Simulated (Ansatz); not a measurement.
The start is a generated cell, TaN placed in the CoSn structure type. A full variable-cell relaxation at zero pressure is run with r2SCAN (plane waves to 500 eV, PAW, scalar-relativistic; Ansatz, a quantum-chemistry and plane-wave program). First-step values are on the input's coarse k-mesh.

Ansatz input (later rounds restart from its end on a renewed k-mesh):
Ansatz 0.2 input:
```yaml
crystal:
  lattice:
    - [4.8105786, 0, 0]
    - [-2.4052893, 4.1660833, 0]
    - [0, 0, 3.881724]
  atoms:
    - { symbol: N, position: [0.5, 0, 0] }
    - { symbol: N, position: [0.5, 0.5, 0] }
    - { symbol: N, position: [0, 0.5, 0] }
    - { symbol: Ta, position: [0, 0, 0] }
    - { symbol: Ta, position: [0.33333333, 0.66666667, 0.5] }
    - { symbol: Ta, position: [0.66666667, 0.33333333, 0.5] }
basis: { ecutwfc: 500, ecutrho_ratio: 4, xc_grid: 4, fft_grid_basis: typed }
kpoints: { mp_grid: { grid: [6, 6, 6] } }
hamiltonian:
  xc: r2scan
  dispersion: none
  pseudopotentials: { azcp: { folder: ./paw }, kind: paw }
scf: { occupations: { method: fermi_dirac, width: 0.05 } }
relax: { f_tol: 0.01, max_steps: 100, cell: { stress_tol: 0.02 } }
output: { forces: true, stress: true }
```

- Initial pressure: -30 GPa (negative: the cell is under tension)
- Outcome: The space group stays P6/mmm (No. 191) (the run could not lower it), with 6 atoms in the primitive cell
- Energy released: 1.10 eV/atom
- Volume change: -11.3 %, from 12.97 to 11.50 Å³/atom
- Shortest distances (start → end): The closest pairs of elements (up to four, under 3.6 Å), start → end: N–Ta 2.39 → 2.10 Å; N–N 2.41 → 2.62 Å; Ta–Ta 2.78 → 2.91 Å
- Band gap at the end: no gap (metallic)
- Optimiser moves: 14

It ends as:

```cif
data_N3Ta3
_chemical_formula_sum 'N3 Ta3'
_space_group_name_H-M_alt 'P6/mmm'
_space_group_IT_number 191
_space_group_name_Hall '-P 6 2'
_cell_length_a 5.23508
_cell_length_b 5.23508
_cell_length_c 2.90780
_cell_angle_alpha 90.000
_cell_angle_beta 90.000
_cell_angle_gamma 120.000
loop_
_atom_site_label
_atom_site_type_symbol
_atom_site_symmetry_multiplicity
_atom_site_Wyckoff_symbol
_atom_site_fract_x
_atom_site_fract_y
_atom_site_fract_z
_atom_site_occupancy
N1 N 3 f 0.00000 0.50000 0.00000 1
Ta1 Ta 1 a 0.00000 0.00000 0.00000 1
Ta2 Ta 2 d 0.33333 0.66667 0.50000 1
```

Final values are on a 10×10×16 k-mesh of the relaxed cell. No spin polarisation in the result.

The run could not lower the symmetry of its start; a shaken copy of this end point relaxes with r2SCAN to Pmc2₁ (No. 26), 0.26 eV/atom lower.

The first start was generated by placing the elements on the sites of a structure type. A measured structure of TaN has the same space group, P6/mmm (No. 191); the sites were not compared with it. Another known form has space group No. 225.
